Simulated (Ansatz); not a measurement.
# Frozen normal mode in K$_{2}$AgBiI$_{6}$

Level of theory: Ansatz 0.2.0, DFT PBEsol, scalar-relativistic, plane waves, PAW. Cutoff 420 eV, Γ-centred 6×6×6 k-points, Gaussian smearing of 0.05 eV. Spin–orbit coupling is left out, which can shift energies with elements as heavy as these. No spin polarisation. Energies are free energies at this smearing, counted from the undisturbed cell; pressure is positive in compression.

The undisturbed cell (relaxed at this level; it needn't be the usual structure):

```
CELL_PARAMETERS angstrom
0.00000 5.94161 5.94161
5.94161 0.00000 5.94161
5.94161 5.94161 0.00000
ATOMIC_POSITIONS crystal
K 0.75000 0.75000 0.75000
K 0.25000 0.25000 0.25000
Ag 0.50000 0.50000 0.50000
Bi 0.00000 0.00000 0.00000
I 0.74434 0.25566 0.25566
I 0.25566 0.25566 0.74434
I 0.25566 0.74434 0.74434
I 0.25566 0.74434 0.25566
I 0.74434 0.25566 0.74434
I 0.74434 0.74434 0.25566
```

A zone-centre mode of this cell is frozen in: each atom moves by x times its row below, so x is the largest displacement.
```
atom ux uy uz
  K1  0.000  0.000   0.016
  K2  0.000  0.000   0.016
 Ag3  0.000  0.000   1.000
 Bi4  0.000  0.000  -0.464
  I5  0.000  0.000   0.058
  I6  0.000  0.000  -0.163
  I7  0.000  0.000   0.058
  I8  0.000  0.000   0.058
  I9  0.000  0.000   0.058
 I10  0.000  0.000  -0.163
```

| x (Å) | ΔE (meV/cell) |
| --- | --- |
| -0.3000 | 283.1 |
| -0.1500 | 62.2 |
| 0.0000 | 0.0 |
| 0.2250 | 147.8 |

Cost: 4 runs of about 6.7 core-minutes in all, on Arm Neoverse V2 (shared hosts).